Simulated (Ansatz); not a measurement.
Data:

ZrGeSe (space group P4/nmm)

```xyz
6
Lattice="3.6827 0.0000 0.0000 0.0000 3.6827 0.0000 0.0000 0.0000 8.2580" Properties=species:S:1:pos:R:3 pbc="T T T"
Zr     0.0000     1.8414     6.0849
Zr     1.8414     0.0000     2.1731
Ge     0.0000     0.0000     0.0000
Ge     1.8414     1.8414     0.0000
Se     1.8414     0.0000     5.1206
Se     0.0000     1.8414     3.1374
```

This relaxed cell (volume V₀) is scaled evenly in all directions, its shape held. The atoms relax within the cell's symmetry.

Calculation: PBEsol (plane waves to 420 eV, PAW, scalar-relativistic; Ansatz, a first-principles code). k mesh 13×13×6 (Γ-centred), Fermi-Dirac smearing 0.05 eV. The energy includes the smearing's −TS. Stress and pressure are positive under compression. With the shape held, the modulus is that of even scaling; a crystal free to change shape is softer. ZrGeSe is run without spin polarisation. ZrGeSe was relaxed with its symmetry unable to fall. The zero of ΔE is the relaxed starting cell.

The scan covers V/V₀ from 0.940 to 1.060 in 13 points.

What bulk modulus at fixed cell shape B₀ follows from a third-order Birch-Murnaghan fit?

118 GPa.

What is the fitted pressure derivative B₀′?

4.6.

(Under strain, the slope of the energy per volume gives the stress and its curvature an elastic modulus.)
